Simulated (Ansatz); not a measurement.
Relaxation of a generated cell, Hf built in the beta-W structure type; 8 atoms in the cell, which starts as Pm-3n (No. 223), cP8; a = b = c = 5.679 Å, α = β = γ = 90.00°. Method: PBEsol (plane waves to 420 eV, PAW, scalar-relativistic; Ansatz, a quantum-chemistry and plane-wave program). Γ-centred k-mesh 6×6×6 on the run's cell (coarser than for final values), Fermi–Dirac smearing 0.05 eV. This is the first round of the run. 

The optimiser's lines from the output (shortened; P is positive under compression):

```
relax step   1: F+E_penalty+E_count = -124782.20792095 eV  Δ(F+E_penalty+E_count) = +0.000e0 eV  max|allowed force component| = 3.488e-18 eV/Å  Δτ_max = 0.0000 Å  P = -5.886 GPa  Ω = 183.167 Å³  (8 SCF iters, dr2 threshold 1.00e-7 eV, accepted)
relax step   2: F+E_penalty+E_count = -124782.02487180 eV  Δ(F+E_penalty+E_count) = +1.830e-1 eV  max|allowed force component| = 2.729e-17 eV/Å  Δτ_max = 0.0000 Å  P = +9.895 GPa  Ω = 157.664 Å³  (8 SCF iters, dr2 threshold 8.00e-7 eV, rejected (line search))
relax step   3: F+E_penalty+E_count = -124782.42804743 eV  Δ(F+E_penalty+E_count) = -2.201e-1 eV  max|allowed force component| = 2.486e-17 eV/Å  Δτ_max = 0.0000 Å  P = -0.584 GPa  Ω = 172.746 Å³  (11 SCF iters, accepted)
relax step   4: F+E_penalty+E_count = -124782.43013558 eV  Δ(F+E_penalty+E_count) = -2.088e-3 eV  max|allowed force component| = 1.606e-17 eV/Å  Δτ_max = 0.0000 Å  P = +0.042 GPa  Ω = 171.671 Å³  (5 SCF iters, dr2 threshold 8.00e-7 eV, accepted)
relax step   5: F+E_penalty+E_count = -124782.43012747 eV  Δ(F+E_penalty+E_count) = +8.110e-6 eV  max|allowed force component| = 1.742e-17 eV/Å  Δτ_max = 0.0000 Å  P = -0.000 GPa  Ω = 171.743 Å³  (5 SCF iters, dr2 threshold 4.39e-9 eV, accepted)
relax step   6: F+E_penalty+E_count = -124782.42735799 eV  Δ(F+E_penalty+E_count) = +2.769e-3 eV  max|allowed force component| = 3.581e-17 eV/Å  Δτ_max = 0.0000 Å  P = -0.001 GPa  Ω = 171.743 Å³  stress off target by 8.71e-4 GPa  SCF on the basis re-selected at this cell (its energy is not comparable with the rows above)  (7 SCF iters)
```

From the first to the last row the energy changes by -0.03 eV/atom and the volume by -6.2 %. The last row is marked as not comparable with the walk above it, whose basis was carried along; it does compare with step 1, since both stand on a basis selected at the nominal cutoff for their own cell.

Step 2 was rejected by the optimiser.

Later rounds, restarted from the end of this one on a renewed k-mesh, logged 4 more steps and released under 0.01 eV/atom more. The final structure after all rounds: Pm-3n (No. 223), cP8; a = b = c = 5.557 Å, α = β = γ = 90.00°. Between re-selections the logged energies stand on a plane-wave basis carried along with the cell. No spin polarisation in the result.

The run could not lower the symmetry of its start; a shaken copy of this end point relaxes with PBEsol to R3 (No. 146), 0.12 eV/atom lower.

The relaxed structure here is a generated cell of Hf: the first start was made by placing the elements on the sites of a structure type, and the end was not matched to a known phase here, so it may be hypothetical. Known forms of Hf include space group No. 194.
